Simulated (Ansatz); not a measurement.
SiB₂Mo₂:
```
SiB2Mo2
1.0
    1.52727    -5.52768     0.00000
    1.52727     5.52768     0.00000
    0.00000     0.00000     3.13436
Si Mo B
1 2 2
Cartesian
  0.00000   0.00000   0.00000
  1.52727   1.51022   1.56718
  1.52727  -1.51022   1.56718
  1.52727   3.24738   0.00000
  1.52727  -3.24738   0.00000
```

Relaxed with r²SCAN. Special points in fractions of this cell's reciprocal vectors: Γ (0.000, 0.000, 0.000); Y (-0.500, 0.500, 0.000); C0 (-0.269, 0.731, 0.000); Σ0 (0.269, 0.269, 0.000); Z (0.000, 0.000, 0.500); A0 (0.269, 0.269, 0.500); E0 (-0.269, 0.731, 0.500); T (-0.500, 0.500, 0.500); S (0.000, 0.500, 0.000); R (0.000, 0.500, 0.500).

**Question.** List the band energies nearest the Fermi level at these points for DFT-r²SCAN in the program Ansatz with PAW potentials.

**Answer.** In eV from the Fermi level; about four levels below and three above (degenerate sets whole), none deeper than 8.9 eV; points with the same levels are listed once.

```
k                     below           above
--  -----------------------  --------------
Γ   -4.12 -4.05 -0.82 -0.07  0.28 0.63 0.84
Y   -4.39 -3.73 -1.70 -0.76  0.07 0.88 1.68
C0  -4.28 -4.20 -3.86 -0.80  0.06 0.09 1.34
Z   -2.64 -2.20 -1.88 -0.65  0.43 1.51 1.66
A0  -5.30 -4.44 -0.79 -0.31  0.07 0.30 2.37
T   -4.19 -2.02 -1.57 -1.47  1.63 2.06 2.33
S   -4.25 -3.73 -0.75 -0.08  0.26 0.97 2.20
R   -5.39 -4.38 -0.88 -0.37  0.15 0.43 2.41
```

Space group Cmmm. The start of the workflow was typed in or built on a structure type; neither database checked (COD, Materials Project) lists it. Its standing as an ambient phase is unchecked. The cell was relaxed with r²SCAN under the symmetry of its start; whether a distortion lowers the energy is not shown. No spin polarisation was allowed. Scalar-relativistic: spin–orbit coupling is off unless named, which matters more the heavier the elements.

Potentials: the later of the program's two PAW sets.
